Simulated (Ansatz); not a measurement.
**Slab of fcc Cu (111), 5 layers**

The slab is cut from the fcc crystal, the stable phase, as relaxed on PAW files (10.88 Å³/atom), with 16 Å of vacuum and a dipole correction:

```
Cu
1.0
     2.48737    0.00000    0.00000
    -1.24369    2.15413    0.00000
     0.00000    0.00000   24.12370
Cu
5
Direct
  0.83333 0.16667 0.33162
  0.16667 0.83333 0.41581
  0.50000 0.50000 0.50000
  0.83333 0.16667 0.58419
  0.16667 0.83333 0.66838
```

Level of theory: DFT with LDA, scalar-relativistic, in Ansatz 0.2.0; a Γ-centred 19×19×1 k mesh, Fermi–Dirac smearing of 0.05 eV, no spin polarisation. LAPW: all electrons, basis error target 1 meV/atom; PAW: frozen-core files, cutoff 420 eV.

The bulk energy comes from a cell in the slab's orientation on a 19×19×7 mesh. The surface energy is (E(slab) − N·E(bulk))/2A at zero smearing, the mean of both faces; thin slabs carry quantum-size effects.

The PAW files were made under PBE.

**Question.** As cut, the LAPW slab lies 1.205 eV above 5 atoms of bulk. What surface energy is that?

**Answer.** Over two faces of 5.36 Å² it is 112.4 meV/Å², and times 16.02 J/m² per eV/Å² that gives γ = 1.801 J/m².

**Question.** What do relaxation and the other method give, and what work function comes out?

**Answer.** 

| method | γ as cut (J/m²) | γ relaxed (J/m²) | Φ as cut (eV) | Φ relaxed (eV) |
| --- | --- | --- | --- | --- |
| LAPW | 1.801 | 1.798 | 5.26 | 5.24 |
| PAW | 1.801 | 1.798 | 5.26 | 5.24 |

**Question.** How do the spacings between the planes relax?

**Answer.** From the bottom face up: d12 -1.1 % of 2.031 Å, d23 -0.1 % of 2.031 Å, d34 -0.1 % of 2.031 Å, d45 -1.1 % of 2.031 Å.

**Question.** What changes if the images along the normal are cut off in place of the dipole correction?

**Answer.** LAPW then gives: no gap, work function 5.24 eV; PAW: no gap, work function 5.24 eV.

**Question.** A field of 0.5 V/Å is applied along the normal, atoms held. What follows?

**Answer.** LAPW finds an induced dipole of 0.1657 e·Å a cell (PAW 0.1655), that is 11.19 Å for 4πα over the area, against 8.08 Å between the outer atoms.

**Question.** A 2p core hole is made on one atom of each kind in every 1×1 cell (PAW hole dataset, neutral cell, valence without spin). What does it cost by layer?

**Answer.** layer 1 936.00 eV, layer 2 936.33 eV, layer 3 936.30 eV. Shifts between layers mean more than the absolute values, and a whole layer of holes screens otherwise than one hole.
